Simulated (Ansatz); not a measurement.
Data:

AlNi:
```cif
data_AlNi
_chemical_formula_sum 'Ni1 Al1'
_space_group_name_H-M_alt 'P 1'
_space_group_IT_number 1
_cell_length_a 2.86249
_cell_length_b 2.86249
_cell_length_c 2.86249
_cell_angle_alpha 90.000
_cell_angle_beta 90.000
_cell_angle_gamma 90.000
loop_
_space_group_symop_operation_xyz
  'x, y, z'
loop_
_atom_site_label
_atom_site_type_symbol
_atom_site_fract_x
_atom_site_fract_y
_atom_site_fract_z
_atom_site_occupancy
Ni1 Ni 0.00000 0.00000 0.00000 1
Al1 Al 0.50000 0.50000 0.50000 1
```

This is the PBEsol-relaxed structure.

Problem. All from the program Ansatz at the PBEsol level (PAW), unless another level is named. Predict the bulk modulus (Birch–Murnaghan fit).

Solution. 173 GPa.

Problem. Predict the elastic constants (relaxed ions, GPa).

Solution. C11 = 224, C12 = 147, C44 = 128.

Problem. What about the highest zone-centre frequency?

Solution. 302 cm⁻¹.

Space group Pm-3m (CsCl type). The PBEsol relaxation kept the symmetry of its start; of distortions, only those at the zone centre were tested. The workflow began spin-polarised and lost its moments. As this level gives no gap, shear constants depend on the k-mesh and smearing (Fermi–Dirac, 0.1 eV here). As this level gives no gap, phonon frequencies hold no LO–TO term and depend on the k-mesh and smearing (Fermi–Dirac, 0.1 eV here).

Potentials: the later of the program's two PAW sets.
